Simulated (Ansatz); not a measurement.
# CeO2 (fluorite structure)

The computed numbers are results of HSE06, scalar-relativistic (no spin polarisation) in the plane-wave PAW code Ansatz at 420 eV, Γ-centred 6×6×6 mesh, 0.05 eV Gaussian smearing. The datasets are Ansatz's generated set soft_2.

```
Ce O
1.0
     0.00000    2.69718    2.69718
     2.69718    0.00000    2.69718
     2.69718    2.69718    0.00000
Ce O
1 2
Direct
  0.00000 0.00000 0.00000
  0.25000 0.25000 0.25000
  0.75000 0.75000 0.75000
```

The start was a prototype's sites filled with these elements; the Crystallography Open Database holds the compound in this structure.

Q: Which orbitals make up the states within about 0.6 eV of each band edge?

A: Valence edge: O 2p 86 %, Ce 4f 8 %. Conduction edge: Ce 4f 98 %. Shares are among the projected shells; the gap is 3.64 eV.

Density of states (tetrahedra, averaged over 0.3 eV; states/eV per cell of 3 atoms; energy in eV from the Fermi level; projections on Löwdin-orthogonalised atomic orbitals, summed over sites):

```csv
E,total,Ce 4f,O 2p,Ce 5d,Ce 5p,Ce 6s
-5.80,0.8,0.0,0.5,0.2,0.0,0.0
-5.50,1.7,0.0,1.1,0.4,0.0,0.0
-5.20,3.1,0.0,2.2,0.8,0.1,0.1
-4.90,4.3,0.1,3.1,0.9,0.1,0.1
-4.60,1.7,0.0,1.2,0.4,0.1,0.0
-4.30,2.6,0.1,1.9,0.4,0.1,0.0
-4.00,3.7,0.2,2.9,0.4,0.1,0.1
-3.70,2.4,0.1,1.9,0.2,0.1,0.0
-3.40,2.2,0.2,1.7,0.1,0.1,0.0
-3.10,3.1,0.3,2.5,0.2,0.1,0.0
-2.80,4.4,0.5,3.5,0.2,0.1,0.0
-2.50,3.5,0.4,2.9,0.1,0.1,0.0
-2.20,4.7,0.4,4.0,0.1,0.1,0.0
-1.90,1.9,0.1,1.6,0.0,0.1,0.0
-1.60,0.0,0.0,0.0,0.0,0.0,0.0
-1.30,0.0,0.0,0.0,0.0,0.0,0.0
-1.00,0.0,0.0,0.0,0.0,0.0,0.0
-0.70,0.0,0.0,0.0,0.0,0.0,0.0
-0.40,0.0,0.0,0.0,0.0,0.0,0.0
-0.10,0.0,0.0,0.0,0.0,0.0,0.0
0.20,0.0,0.0,0.0,0.0,0.0,0.0
0.50,0.0,0.0,0.0,0.0,0.0,0.0
0.80,0.0,0.0,0.0,0.0,0.0,0.0
1.10,0.0,0.0,0.0,0.0,0.0,0.0
1.40,0.0,0.0,0.0,0.0,0.0,0.0
1.70,0.0,0.0,0.0,0.0,0.0,0.0
2.00,6.3,6.1,0.0,0.1,0.0,0.0
2.30,19.8,19.4,0.3,0.1,0.0,0.0
2.60,14.2,12.9,0.9,0.1,0.0,0.0
2.90,6.4,5.4,0.8,0.0,0.0,0.0
3.20,0.0,0.0,0.0,0.0,0.0,0.0
3.50,0.0,0.0,0.0,0.0,0.0,0.0
3.80,0.0,0.0,0.0,0.0,0.0,0.0
4.10,0.0,0.0,0.0,0.0,0.0,0.0
4.40,0.0,0.0,0.0,0.0,0.0,0.0
4.70,0.0,0.0,0.0,0.0,0.0,0.0
5.00,0.0,0.0,0.0,0.0,0.0,0.0
```

The lowest excitation takes an electron from O back to Ce, as in ionic insulators.

These numbers lack spin–orbit coupling.
